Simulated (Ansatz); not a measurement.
## Energy landscape near a Au structure

Method: DFT PBEsol, scalar-relativistic, plane waves, PAW in Ansatz 0.2.0.

Plane waves to 420 eV, a k mesh through Γ of 16×16×16 on the computed 1-atom cell and Gaussian smearing (0.10 eV); no spin polarisation.

Reference cell:

```xyz
1
Lattice="-1.6573 1.6573 1.6573 1.6573 -1.6573 1.6573 1.6573 1.6573 -1.6573" Properties=species:S:1:pos:R:3 pbc="T T T"
Au    0.0000    0.0000    0.0000
```

Each variant moves atoms of this cell by the vectors given, if any (Å), and then applies a symmetric strain (tensor components, Cartesian axes). The reference cell isn't relaxed at this level. Energies are per atom at zero smearing, counted from the lowest variant. Pressure is positive in compression.

1. strain (xx yy zz yz xz xy, %) 3.43 6.43 3.43 0.00 0.00 0.00
2. strain (xx yy zz yz xz xy, %) -3.38 0.36 -1.12 1.04 0.11 0.03
3. strain (xx yy zz yz xz xy, %) -3.02 -3.02 -5.89 -4.00 4.00 0.01

```
result  ΔE (meV/atom) P (GPa)
     A          270.1   -18.77
     B          100.8    15.68
     C            0.0    -3.90
```

Q: Which variant gave which result?

A: A is 1, B is 3, C is 2. The pressure falls as the cell grows: from the smallest volume to the largest the variants are 3, 2, 1.

Spin–orbit coupling is left out, which can shift energies with elements as heavy as these.

This bcc form isn't the element's structure at ambient conditions.